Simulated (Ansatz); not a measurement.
Ansatz (a first-principles code) input:

Ansatz 0.2 input:
```yaml
crystal:
  lattice:
    - [3.8127320751, 0.0, 0.0]
    - [-1.9063660376, 3.3019228349, 0.0]
    - [0.0, 0.0, 6.4586575149]
  atoms:
    - { symbol: Hf, position: [0.3333333333, 0.6666666667, 0.0300548455] }
    - { symbol: Te, position: [0.0, 0.0, 0.7414627226] }
    - { symbol: S, position: [0.6666666667, 0.3333333333, 0.228482432] }
kpoints:
  mp_grid: { grid: [7, 7, 4] }
hamiltonian:
  xc: r2scan
  dispersion: d4
  pseudopotentials: { kind: paw }
magnetization: { noncollinear: true, spin_orbit: true }
scf:
  occupations: { method: gaussian, width: 0.01 }
output: { topological_invariants: true }
```

Output (shortened):

```
Pseudopotential: Hf, paw_fr, valence charge 26
Pseudopotential: Te, paw_fr, valence charge 16
Pseudopotential: S, paw_fr, valence charge 6
Functional definition: r2SCAN
non-collinear run that drives no moment, with spin-orbit …
Crystal: 3 atoms, lattice volume = 81.310 Å³
Basis set: ecut = 500 eV, 2033 PW (Γ), exchange–correlation on 120×120×192 points (64 copies of the dense FFT grid, shifted against one another)
Bands: 72, of which v1, the nominal top of the filled ones, is band 48 counted from 1 (47 counted from 0)
Symmetry: 6 space group operations + 6 with time reversal
k-points: 28 of 196 (time reversal used)
Projection manifold: j_resolved (fully-relativistic pseudo-atomic orbitals)
SCF iter   1: F=—  HF=-23603.027811 eV  |F-HF|=—  |Δ(HF+E_count)|=         —  Δρ=6.68e-2  dr2=1.32e1  dr2_τ=5.98e-2  dr2_m=0.00e0 (ungated)  ethr=3.10e-3  |M|=0.00e0 ∫|m|=0.00e0 μB  |m|>n=0.0e0 m-floor=0.0e0 τ_xc=0.0e0  β_m=0.30  ⟨swp⟩=6.1  Hψ=9570  notcnv=0  defer=350
preconditioner: auto → Resta (q_TF=auto, 2.499 Å⁻¹)
spin=Noncollinear: Resta preconditioning applied to the charge; magnetization (m_x, m_y, m_z) channels mix plain (no charge-response kernel on spin).
SCF iter   2: F=—  HF=-23600.954201 eV  |F-HF|=—  |Δ(HF+E_count)|=    2.07e0  Δρ=2.73e-2  dr2=9.20e-1  dr2_τ=3.77e-2  dr2_m=0.00e0 (ungated)  ethr=3.10e-3  |M|=0.00e0 ∫|m|=0.00e0 μB  |m|>n=0.0e0 m-floor=0.0e0 τ_xc=0.0e0  β_m=0.33  ⟨swp⟩=3.0  Hψ=3456  notcnv=0  defer=506
SCF iter   3: F=—  HF=-23600.897008 eV  |F-HF|=—  |Δ(HF+E_count)|=   5.72e-2  Δρ=1.75e-2  dr2=2.48e-1  dr2_τ=3.34e-3  dr2_m=0.00e0 (ungated)  ethr=1.92e-3  |M|=0.00e0 ∫|m|=0.00e0 μB  |m|>n=0.0e0 m-floor=0.0e0 τ_xc=0.0e0  β_m=0.52  ⟨swp⟩=2.0  Hψ=2057  notcnv=0  defer=506
SCF iter   4: F=—  HF=-23600.926672 eV  |F-HF|=—  |Δ(HF+E_count)|=   2.97e-2  Δρ=6.45e-3  dr2=4.48e-2  dr2_τ=6.36e-4  dr2_m=0.00e0 (ungated)  ethr=5.16e-4  |M|=0.00e0 ∫|m|=0.00e0 μB  |m|>n=0.0e0 m-floor=0.0e0 τ_xc=0.0e0  β_m=0.57  ⟨swp⟩=2.9  Hψ=3108  notcnv=0  defer=506
SCF iter   5: F=—  HF=-23600.929309 eV  |F-HF|=—  |Δ(HF+E_count)|=   2.64e-3  Δρ=1.47e-3  dr2=1.85e-3  dr2_τ=3.84e-5  dr2_m=0.00e0 (ungated)  ethr=9.34e-5  |M|=0.00e0 ∫|m|=0.00e0 μB  |m|>n=0.0e0 m-floor=0.0e0 τ_xc=0.0e0  β_m=0.69  ⟨swp⟩=2.0  Hψ=2526  notcnv=0  defer=506
SCF iter   6: F=—  HF=-23600.929648 eV  |F-HF|=—  |Δ(HF+E_count)|=   3.39e-4  Δρ=5.17e-4  dr2=2.86e-4  dr2_τ=1.00e-5  dr2_m=0.00e0 (ungated)  ethr=3.86e-6  |M|=0.00e0 ∫|m|=0.00e0 μB  |m|>n=0.0e0 m-floor=0.0e0 τ_xc=0.0e0  β_m=0.66  ⟨swp⟩=2.1  Hψ=2782  notcnv=0  defer=506
SCF iter   7: F=—  HF=-23600.929639 eV  |F-HF|=—  |Δ(HF+E_count)|=   8.71e-6  Δρ=1.90e-4  dr2=3.83e-5  dr2_τ=7.93e-7  dr2_m=0.00e0 (ungated)  ethr=5.95e-7  |M|=0.00e0 ∫|m|=0.00e0 μB  |m|>n=0.0e0 m-floor=0.0e0 τ_xc=0.0e0  β_m=0.82  ⟨swp⟩=2.0  Hψ=2969  notcnv=0  defer=506
SCF iter   8: F=—  HF=-23600.929575 eV  |F-HF|=—  |Δ(HF+E_count)|=   6.40e-5  Δρ=3.94e-5  dr2=1.59e-6  dr2_τ=3.04e-8  dr2_m=0.00e0 (ungated)  ethr=7.97e-8  |M|=0.00e0 ∫|m|=0.00e0 μB  |m|>n=0.0e0 m-floor=0.0e0 τ_xc=0.0e0  β_m=0.91  ⟨swp⟩=2.0  Hψ=3162  notcnv=0  defer=506
SCF iter  10: F=-23600.929576 eV  HF=-23600.929576 eV  |F-HF|=6.15e-10  |Δ(HF+E_count)|=   2.96e-8  Δρ=2.86e-6  dr2=6.76e-9  dr2_τ=1.22e-10  dr2_m=0.00e0 (ungated)  ethr=2.08e-10  |M|=0.00e0 ∫|m|=0.00e0 μB  |m|>n=0.0e0 m-floor=0.0e0 τ_xc=0.0e0  ⟨swp⟩=12.4  Hψ=10368  notcnv=0
Converged-ψ floor refinement (derivative, response, wavefunction or occupation consumer): ⟨swp⟩=8.2  Hψ=16528  notcnv=0
the last iteration of the SCF fills more bands at one k-point than at another …
SCF 1 converged in 10 iterations: F = -23600.929576 eV  dr2 = 6.76e-9
NSCF: frozen V_eff on 28 k-points
SCF converged after 10 iterations
Magnetization: |M| = 0.0000 μB,  M = (+0.0000, +0.0000, +0.0000) μB
Absolute magnetization: 0.0000 μB (∫|m|)
  site 0: m = (+0.0000, +0.0000, +0.0000) μB, |m| = 0.0000 μB  (R = 1.05 Å)
  site 1: m = (+0.0000, +0.0000, +0.0000) μB, |m| = 0.0000 μB  (R = 1.19 Å)
  site 2: m = (+0.0000, +0.0000, +0.0000) μB, |m| = 0.0000 μB  (R = 1.05 Å)
Free energy (F): -23600.929576 eV
Harris-Foulkes:  -23600.929576 eV  (|F-HF|=6.15e-10)
Internal energy: -23600.929557 eV  (E = F + TS)
E sigma→0 (E₀):  -23600.929567 eV
Entropy (-TS):   -0.000019 eV (-0.006 meV/atom)
Fermi energy:    10.590114 eV
--- Per-component energies (eV) ---
  E_band       = -482.110081
  E_kinetic    = 708.735543
  E_local      = -9376.754289  (includes V_loc(G=0)·N_el)
  E_nonlocal   = -1531.553928
  E_hartree    = 4581.441143
  E_xc         = -490.026317
  E_vxc        = -498.977374  (∫ρ·V_xc dr)
  E_paw        = -12209.660094  (= ΣΔE_a)
  E_vpaw       = 1028.045658  (= ΣTr[D̂ρ^β])
  E_aug_tail   = -0.000040  (compensation charges beyond the density's cutoff)
  E_vtau       = 25.512037  (kinetic-family band-sum trace: ∫τ·v_τ [+ j·A + Jᵃ·Aᵃ] dr)
  E_ewald      = -5283.287107
  E_disp       = -0.329765  (pairwise vdW)
  E_core_change = 0.505298  (= ΣΔE_core)
  E_smearing   = -0.000019  (= −TS)
  E_closure    = 0.000000  (closes the sum)
  Σ components = -23600.929576   (vs F -23600.929576, Δ=0.00e0)
  [band-id]    e_kinetic+e_local+e_nonlocal+2·e_hartree+e_vxc+e_vpaw+e_augmentation_tail+e_vtau = -482.110107   (vs E_band -482.110081, Δ=-2.64e-5)
--- Band table (eV; the first three rows and the last of 28) ---
  k-point 0: bands = ["-54.5061", "-54.5061", "-28.1467", "-28.1467", "-27.7079", "-27.7079", "-27.6815", "-27.6815", "-26.2471", "-26.2471", "-26.2333", "-26.2333", "-26.2170", "-26.2170", "-20.4302", "-20.4302", "-20.3848", "-20.3848", "-4.2063", "-4.2063", …
  k-point 1: bands = ["-54.5061", "-54.5061", "-28.1468", "-28.1468", "-27.7079", "-27.7079", "-27.6815", "-27.6815", "-26.2471", "-26.2471", "-26.2333", "-26.2333", "-26.2170", "-26.2170", "-20.4302", "-20.4302", "-20.3848", "-20.3848", "-4.1810", "-4.1810", …
  k-point 2: bands = ["-54.5061", "-54.5061", "-28.1468", "-28.1468", "-27.7079", "-27.7079", "-27.6815", "-27.6815", "-26.2471", "-26.2471", "-26.2333", "-26.2333", "-26.2170", "-26.2170", "-20.4303", "-20.4303", "-20.3848", "-20.3848", "-4.1562", "-4.1562", …
  k-point 27: bands = ["-54.5025", "-54.5025", "-28.1739", "-28.1657", "-27.7049", "-27.7000", "-27.6858", "-27.6837", "-26.2434", "-26.2425", "-26.2338", "-26.2270", "-26.2161", "-26.2135", "-20.5007", "-20.4880", "-20.4366", "-20.4332", "-3.9449", …
--- Topological invariants of the lowest 48 bands, as many as the electrons (of this functional, at the state reached) ---
  Z2 = 0;(000)
  bands 48 and 49 are separated throughout the zone, as estimated from the states at the SCF's k-points
  smallest direct gap kept (no minimum is searched for): 0.5818 eV, known to 3.7e-4 eV, at k = (0.0000, 0.0000, 0.0000) in reciprocal vectors
  plane       ν
  k1 = 0      0
  k1 = 1/2    0
  k2 = 0      0
  k2 = 1/2    0
  k3 = 0      0
  k3 = 1/2    0
```

Cost: around 9 core-minutes (rough) on shared cores.

Space group P3m1. The first step of the workflow began from a Materials Project structure, measured or hypothetical; the Crystallography Open Database copy checked does not list it. Its standing as an ambient phase is unchecked. The cell was relaxed with r²SCAN+D4 under the symmetry of its start; whether a distortion lowers the energy is not shown. No spin polarisation was allowed.

Potentials: the later of the program's two PAW sets.

Ansatz is a plane-wave DFT program.
